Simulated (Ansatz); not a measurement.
According to PBE in the plane-wave PAW code Ansatz, SnC in the wurtzite structure (P6_3mc) relaxes to a = 3.592 Å, c = 5.880 Å. Sn has 4 nearest neighbours from 2.20 Å (tetrahedral); C has 4 nearest neighbours from 2.20 Å (tetrahedral). Against the elements it lies at 0.82 eV/atom, with no fitted shifts.

It is gapped at this level: 0.80 eV (direct). The valence maximum lies at Γ and the conduction minimum at Γ. Gap from PBE with spin–orbit coupling: 0.78 eV. Electrons at the band edge weigh 0.073, 0.085, 0.085 mₑ (principal values).

The bulk modulus is 123 GPa.

The start of the workflow was typed in or built on a structure type; neither database checked (COD, Materials Project) lists it. Its standing as an ambient phase is unchecked. The PBE relaxation kept the symmetry of its start; whether a distortion lowers the energy is not shown. Its formation energy is positive at this level, so the cell may be metastable or incomplete. The references are the lowest solids computed at this level, not always the standard phases. Scalar-relativistic: spin–orbit coupling is off unless named, which matters more the heavier the elements.

Potentials: the earlier of the program's two PAW sets.
